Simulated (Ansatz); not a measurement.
Si:
```
CELL_PARAMETERS angstrom
     -3.32371     3.32371     3.32371
      3.32371    -3.32371     3.32371
      3.32371     3.32371    -3.32371
ATOMIC_POSITIONS crystal
  Si 0.20144 0.20144 0.20144
  Si 0.50000 0.00000 0.29856
  Si 0.29856 0.50000 0.00000
  Si 0.00000 0.29856 0.50000
  Si 0.79856 0.79856 0.79856
  Si 0.50000 0.00000 0.70144
  Si 0.70144 0.50000 0.00000
  Si 0.00000 0.70144 0.50000
```

Relaxed with r²SCAN.

**Question.** Tabulate the valence density and the electron localisation function along the shortest Si–Si contact (2.32 Å), r²SCAN in the plane-wave PAW code Ansatz.

**Answer.** 

```csv
distance from Si (Å),density (e/Å³),ELF
0.23,0.09,0.29
0.35,0.17,0.26
0.46,0.29,0.40
0.58,0.42,0.65
0.70,0.52,0.83
0.81,0.58,0.90
0.93,0.60,0.93
1.04,0.60,0.94
1.16,0.60,0.95
1.28,0.60,0.94
1.39,0.60,0.93
1.51,0.58,0.90
1.62,0.52,0.83
1.74,0.42,0.65
1.86,0.29,0.40
1.97,0.17,0.26
2.09,0.09,0.29
```

The density is the valence pseudo-density with augmentation charge, so density and ELF within about 1 Å of a nucleus are not all-electron values.

Space group Ia-3. The workflow started from an entry of the Crystallography Open Database (COD), which files this formula under 3 space groups. It is not the phase usual at ambient conditions (space group No. 227). Symmetry was held in the r²SCAN relaxation; whether a distortion lowers the energy is not shown.

Potentials: the later of the program's two PAW sets.
